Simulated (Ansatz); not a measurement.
Relaxed-ion elastic tensor of LiF (wurtzite, P6_3mc) in GPa (Voigt order), plane-wave PAW LDA (Ansatz code); density 2.33 g/cm³, 9.26 Å³ per atom.

```csv
,1,2,3,4,5,6
1,95.0,57.1,54.2,0.0,0.0,0.0
2,57.1,95.0,54.2,0.0,0.0,0.0
3,54.2,54.2,67.6,0.0,0.0,0.0
4,0.0,0.0,0.0,26.7,0.0,0.0
5,0.0,0.0,0.0,0.0,26.7,0.0
6,0.0,0.0,0.0,0.0,0.0,19.0
```

### Question
Is the crystal mechanically stable?

### Answer
Yes: the smallest eigenvalue of C is 19.0 GPa.

### Question
Work out the Voigt, Reuss and Hill averages.

### Answer
K_V = 65.4, K_R = 62.5, K_H = 64.0; G_V = 20.6, G_R = 18.6, G_H = 19.6 GPa.

### Question
Give Young's modulus, Poisson's ratio, Pugh's ratio and the universal anisotropy index.

### Answer
E = 9KG/(3K + G) = 53.4 GPa; ν = 0.36; K/G = 3.26 (ductile by the Pugh limit of 1.75); A_U = 5G_V/G_R + K_V/K_R − 6 = 0.60.

### Question
Estimate the sound speeds and the Debye temperature.

### Answer
v_l = √((K + 4G/3)/ρ) = 6220 m/s, v_t = √(G/ρ) = 2900 m/s, mean 3270 m/s; Θ = (h/k)(3n/4πV)^(1/3) v_m = 464 K.

### Question
Solve the Christoffel equation for the three sound speeds along x, y, z.

### Answer
Eigenvalues of C_ijkl n_j n_l equal ρv² (piezoelectric stiffening left out). In km/s, slowest first: x 2.86, 3.39, 6.39; y 2.86, 3.39, 6.39; z 3.39, 3.39, 5.39.

### Question
How much does each axis shrink under pressure?

### Answer
Linear compressibilities β_i = Σ_j S_ij (j = 1 to 3): x 3.0, y 3.0, z 9.9 per TPa.

The first step of the workflow began from a Materials Project structure, measured or hypothetical; the Crystallography Open Database copy checked does not list it. It is not the phase usual at ambient conditions (space group No. 225). The cell was relaxed with LDA under the symmetry of its start; phonons on a q-mesh show no instability.

Potentials: the later of the program's two PAW sets.
